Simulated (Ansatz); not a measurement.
AlN (zinc blende)

```
AlN
1.0
    0.00000     4.40253     4.40253
    2.20127     2.20127     4.40253
    2.20127     2.20127     0.00000
N Al
2 2
Cartesian
  3.30190   7.70443   7.70443
  3.30190   5.50316   5.50316
  0.00000   0.00000   0.00000
  2.20127   4.40253   6.60380
```

A phonon eigenvector at X = (0.5, 0.5, 0.0) is frozen into this cell: atom i moves by Q times the vector below, so Q is the largest atomic displacement, in Å. The cell is held. (q is in reciprocal vectors of the primitive cell; the cell shown is doubled to hold the pattern.)

```tsv
atom	x	y	z
N1	0.000	0.000	1.000
N2	0.000	0.000	-1.000
```

Atoms not listed stay in place.

Level of theory: PBE (plane waves to 420 eV, PAW, scalar-relativistic; Ansatz, a program for electronic structure). k mesh 13×13×13 (Γ-centred), Fermi-Dirac smearing 0.05 eV. Energies are smeared free energies. AlN was relaxed with its symmetry unable to fall. The PAW data are Ansatz's earlier set. ΔE is measured from the undisplaced structure.

| Q (Å) | ΔE (meV/cell) |
|---|---|
| -0.180 | 798 |
| -0.150 | 556 |
| -0.120 | 357 |
| -0.090 | withheld |
| -0.060 | 90 |
| -0.030 | 22 |
| 0.000 | 0 |
| 0.030 | 22 |
| 0.060 | 90 |
| 0.090 | withheld |
| 0.120 | 357 |
| 0.150 | 556 |
| 0.180 | 798 |

Question: Fit an even polynomial form (powers 2, 4) to the given rows and predict ΔE at Q = -0.090.

Answer: Least squares on the 11 given rows: ΔE = (24920)·Q² + (-9072)·Q⁴, in meV/cell with Q in Å; root-mean-square residual 0.3 meV/cell. At -0.090 the fit gives 201 meV/cell; the calculation gives 201 meV/cell, the same to the digits shown. The quadratic term alone would give 202 meV/cell.

(A displaced cell: forces are minus the slopes of the energy, force constants its curvatures, and phonons follow from these.)
